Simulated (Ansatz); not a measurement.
# BaPbO3: how the free axis answers a strain

BaPbO3, Pm-3m, a = 4.282 Å. The structure is a Materials Project entry; whether it is the stable form wasn't checked. Ansatz: PBEsol, PAW, 420 eV, Γ-centred 8×8×8 mesh on 5 atoms, Gaussian smearing 0.10 eV; no spin polarisation. Series: biaxial strain in the a-b plane, c and atoms relaxed; x is the strain in per cent. y is the change of c in per cent of 4.282 Å.

| x (%) | y (%) |
| --- | --- |
| -3.0 | ? |
| -2.0 | 1.11 |
| -1.0 | 0.53 |
| 0.0 | 0.00 |
| 1.0 | -0.48 |
| 2.0 | -0.90 |
| 3.0 | -1.28 |

Task: Fit y = c1 x + c2 x² to the other rows, say what c1 measures, and predict the missing y.

Result: Least squares on the rows shown. y = −0.5035 x + 0.02577 x². With no stress along c, c1 = −2C12/C11 = -0.503. At x = -3.0 the fit asked for gives 1.74 %. The run gave 1.74 %, the same to the digits shown.

Spin–orbit coupling is left out, which can shift energies with elements as heavy as these.

Symmetry holds off the tilts and polar distortions that many cubic perovskites undergo.